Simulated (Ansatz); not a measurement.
CdTe:
```
CdTe
1.0
    4.63961     0.00000     0.00000
   -2.31981     4.01802     0.00000
    0.00000     0.00000     7.59495
Cd Te
2 2
Direct
  0.66667   0.33333   0.99995
  0.33333   0.66667   0.49995
  0.66667   0.33333   0.62525
  0.33333   0.66667   0.12525
```

Relaxed with HSE06.

Q: Give the Bader charges and basin volumes of the independent atoms, HSE06 (plane waves, PAW; program Ansatz).

A: 

| atom | Bader charge (e) | Bader volume (Å³) |
|---|---|---|
| Cd1 | +0.64 | 24.6 |
| Te3 | -0.64 | 45.5 |

Space group P6_3mc (wurtzite). A made-up cell: these elements were put on the sites of a structure type; the Crystallography Open Database copy checked does not list it. It is not the phase usual at ambient conditions (space group No. 216). Symmetry was held in the HSE06 relaxation; whether a distortion lowers the energy is not shown. Spin–orbit coupling is left out wherever it is not named.

Potentials: the later of the program's two PAW sets.
